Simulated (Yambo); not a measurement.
```
CELL_PARAMETERS angstrom
      1.25112     0.72233     3.37293
     -1.25112     0.72233     3.37293
      0.00000    -1.44467     3.37293
ATOMIC_POSITIONS crystal
  B  0.99967 0.99967 0.99967
  N  0.33276 0.33276 0.33276
```

Response from Yambo on PBEsol (pw.x of Quantum ESPRESSO, ONCV potentials, scalar-relativistic) bands: 16×16×16 mesh, 13 bands, 4 Ry local-field block, 0.2 eV broadening.

### Question
Give the static electronic dielectric constant without and with local fields along each axis.

### Answer
| field along | ε(0), independent particles | ε(0), RPA with local fields | refractive index √ε |
|---|---|---|---|
| x | 4.84 | 4.62 | 2.15 |
| z | 2.91 | 2.48 | 1.58 |
Electronic (clamped-ion) response only. PBEsol gaps are usually too small, which raises these values. Convergence of the RPA response with its 16×16×16 mesh was not tested. x, y and z are Cartesian axes of the cell as given.

Geometry of the Materials Project entry, not relaxed at this level.

This is not the ordinary phase of the substance; no match was found in the copy of COD used, and its stability was not checked.

The distance between layers or molecules is the database entry's, not relaxed here. Functionals without dispersion can leave it too large, which widens gaps and weakens the response across layers: the numbers belong to this cell.
